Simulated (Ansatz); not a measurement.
**Na: computed property card**

Na:
```xyz
2
Lattice="3.6994 0.0000 0.0000 -1.8497 3.2038 0.0000 0.0000 0.0000 6.1353" Properties=species:S:1:pos:R:3 pbc="T T T"
Na     0.0000     2.1359     1.5338
Na     1.8497     1.0679     4.6015
```

Space group P6_3/mmc (No. 194), hcp (Mg type); conventional cell a = b = 3.6994 Å, c = 6.1353 Å, α = β = 90.00°, γ = 120.00°.

Method: PBEsol (plane waves, PAW; program Ansatz). Structure relaxed to zero pressure with the same functional. Other levels are named where they apply.

### Cell and energy

- Volume per atom: 36.36 Å³
- Density: 1.05 g/cm³

### Electronic structure

* **Electronic character**: metallic (no gap)
* **Density of states at the Fermi level**: 0.48 states/eV per atom (mean over ±0.08 eV)

### Mechanics

* **Bulk modulus (Birch–Murnaghan fit)**: 78 kbar
* **Pressure derivative B′**: 3.7
* **Elastic constants (relaxed ions, GPa)**: C11 = 12.6, C12 = 7.8, C13 = 3.4, C33 = 16.2, C44 = 2.5
* **Mechanical stability**: stable (all eigenvalues of C positive)
* **Hill bulk and shear moduli**: 7.8 and 3.0 GPa
* **Young's modulus**: 8.0 GPa
* **Poisson's ratio**: 0.33
* **Debye temperature from the elastic constants**: 171 K

### Phonons

- Highest zone-centre frequency = 129 cm⁻¹
- Zone-centre stability = no imaginary mode at Γ

The first step of the workflow began from a Materials Project structure, measured or hypothetical; the Crystallography Open Database files this formula in space group No. 194, but the cells were not matched. It is not the phase usual at ambient conditions (space group No. 229). The cell was relaxed with PBEsol under the symmetry of its start. As this level gives no gap, shear constants depend on the k-mesh and smearing (Fermi–Dirac, 0.1 eV here). As this level gives no gap, phonon frequencies hold no LO–TO term and depend on the k-mesh and smearing (Fermi–Dirac, 0.1 eV here). Axis ratios of metals converge slowly with the k-mesh, so a and c are less sure than the volume.

Potentials: the later of the program's two PAW sets.
